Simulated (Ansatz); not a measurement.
Method: PBEsol, scalar-relativistic; no spin polarisation; PAW, 420 eV, 8×8×8 k-mesh, Gaussian smearing of 0.05 eV; code Ansatz. The datasets are Ansatz's generated set soft_2.

A compound XS2 has these computed properties.

```yaml
Space_group: Fm-3m (No. 225) at a tolerance of 0.01 Å
Conventional_cell: a = 6.730 Å, b = 6.730 Å, c = 6.730 Å, α = 90.00°, β = 90.00°, γ = 90.00°
Volume: 25.40 Å³/atom
Band_gap: zero (metallic)
Density_of_states_at_the_Fermi_level: 1.8 states/(eV·atom)
f_electrons_orthogonalised_atomic_orbitals: X 0.28
Formation_energy_from_the_elements_0_K_uncorrected: -1.55 eV/atom
Bulk_modulus_Birch–Murnaghan: 66 GPa
Pressure_derivative_B0′: 3.8
```

Sites: X on 4a, S on 8c.

Task: Which element is X?
A. Pr
B. La
C. Cs
D. Ce

Result: B. X is La, so the compound is LaS2.

The start was a prototype's sites filled with these elements. The Crystallography Open Database lists the compound in space group Pnma, so this is a trial structure.

Spin–orbit coupling, which matters for such heavy elements, is left out. The cell is a metal with an odd number of electrons, and spin polarisation wasn't tried.
